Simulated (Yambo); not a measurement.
MgS (zinc blende, space group F-43m, No. 216): the exchange self-energy on PBEsol orbitals (Yambo, 4×4×4 mesh) holds the Coulomb divergence, which is integrated with random points (RandQpts).

```csv
random points,exchange-only gap Γ → Γ (eV),shift of the valence edge (eV),gap against the reference (meV)
"1,000",10.84,-3.50,128
"10,000",10.57,-3.16,-138
"100,000",10.74,-3.38,24
"1,000,000",10.74,-3.38,27
"5,000,000",10.71,-3.35,reference
```

No other run stays within 20 meV of the one with most points. The error is statistical; each row is a single draw, so the rows fix no rate of convergence.

Geometry relaxed with PBEsol; primitive cell a = b = c = 3.997 Å, α = β = γ = 60.00°.

This is not the ordinary phase of the substance; no match was found in the copy of COD used, and its stability was not checked.

A shift is the quasiparticle energy of the state minus its PBEsol energy.
